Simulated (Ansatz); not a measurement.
LuB2Os3 in space group P6/mmm (No. 191; B on 2c, Os on 3g, Lu on 1a) under volume change, LDA in the plane-wave PAW code Ansatz, shape and atoms relaxed at each volume.

| V (Å³/atom) | E − E(relaxed) (meV/atom) | P (GPa) |
|---|---|---|
| 11.567 | ? | ? |
| 11.949 | 46.9 | 20.83 |
| 12.330 | 11.1 | 9.58 |
| 12.711 | 0.0 | -0.01 |
| 13.093 | ? | ? |
| 13.474 | 37.9 | -15.11 |
| 13.855 | 81.1 | -21.01 |

Question: What belongs in the gaps?

Answer: 
- 13.093, E − E(relaxed) (meV/atom): 10.0
- 13.093, P (GPa): -8.17
- 11.567, E − E(relaxed) (meV/atom): 111.8
- 11.567, P (GPa): 34.07

Question: What does a third-order Birch–Murnaghan fit give for V₀, B₀ and B′?

Answer: V₀ = 12.71 Å³/atom, B₀ = 294 GPa, B′ = 4.4.

The workflow started from an entry of the Crystallography Open Database (COD). Its standing as an ambient phase is unchecked. The LDA relaxation kept the symmetry of its start; of distortions, only those at the zone centre were tested, and some modes there are weakly imaginary. No spin polarisation was allowed. Spin–orbit coupling is left out wherever it is not named.

Potentials: the later of the program's two PAW sets.
